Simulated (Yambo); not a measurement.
G0W0@LDA for N (space group P2_13, No. 198) in Yambo. Reference settings: 2×2×2 Γ-centred k mesh, 269 bands and a 7 Ry block in the screening, 269 bands in G with the Bruneval-Gonze terminator, plasmon pole fitted at 27.2 eV. The LDA gap X → Γ on this mesh is 7.29 eV; G0W0 gaps are taken between the same points.

The settings were changed. The gap went from 13.84 eV to 13.89 eV, and the shift of the valence edge from -3.08 eV to -2.79 eV.

Task: What was changed between the two runs?
A) 168 bands in G, no terminator
B) no terminator
C) 2 Ry block
D) 6 Ry block

Result: A, 168 bands in G, no terminator. The others gave (gap, valence shift): 2 Ry block: 14.09, -3.12 eV; no terminator: 13.86, -2.91 eV; 6 Ry block: 13.83, -3.03 eV.

Geometry of the Materials Project entry, not relaxed at this level; primitive cell a = b = c = 5.8151 Å, α = β = γ = 90.00°.

A shift is the quasiparticle energy of the state minus its LDA energy.
